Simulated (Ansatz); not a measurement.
The relaxed structure here is a generated cell of Zr3Si: the first start was made by placing the elements on the sites of a structure type, and the end was not matched to a known phase here, so it may be hypothetical.

A relaxed structure of Zr3Si. Calculation: r2SCAN (plane waves to 500 eV, PAW, scalar-relativistic; Ansatz, an electronic-structure program).

```cif
data_Si2Zr6
_chemical_formula_sum 'Si2 Zr6'
_space_group_name_H-M_alt 'P 1'
_space_group_IT_number 1
_cell_length_a 6.79222
_cell_length_b 6.79222
_cell_length_c 6.79222
_cell_angle_alpha 53.523
_cell_angle_beta 53.523
_cell_angle_gamma 53.523
loop_
_space_group_symop_operation_xyz
  'x, y, z'
loop_
_atom_site_label
_atom_site_type_symbol
_atom_site_fract_x
_atom_site_fract_y
_atom_site_fract_z
_atom_site_occupancy
Si1 Si 0.50000 0.50000 0.50000 1
Si2 Si 0.00000 0.00000 0.00000 1
Zr1 Zr 0.56138 0.93862 0.25000 1
Zr2 Zr 0.25000 0.56138 0.93862 1
Zr3 Zr 0.93862 0.25000 0.56138 1
Zr4 Zr 0.43862 0.06138 0.75000 1
Zr5 Zr 0.75000 0.43862 0.06138 1
Zr6 Zr 0.06138 0.75000 0.43862 1
```

Task: Find the space group and the Wyckoff positions (tolerance 0.01 Å).

Result: Space group R-3c, hexagonal axes (No. 167); a = 6.117 Å, b = 6.117 Å, c = 17.406 Å, α = 90.00°, β = 90.00°, γ = 120.00°

```
atom  site  symmetry       x       y       z
----  ----  --------  ------  ------  ------
Si      6b       -3.  0.0000  0.0000  0.0000
Zr     18e        .2  0.3114  0.3114  0.2500
```

Task: Give the shortest distances between elements (the closest pairs, up to four, under 3.6 Å).

Result: Si–Zr 2.56 Å; Zr–Zr 3.30 Å.

The volume per atom is 23.50 Å³. The density is 5.33 g/cm³ and the band gap is no gap (metallic).

No spin polarisation in the result.

The run could not lower the symmetry of its start; a shaken copy of this end point relaxes with r2SCAN to Cc (No. 9), 0.23 eV/atom lower.
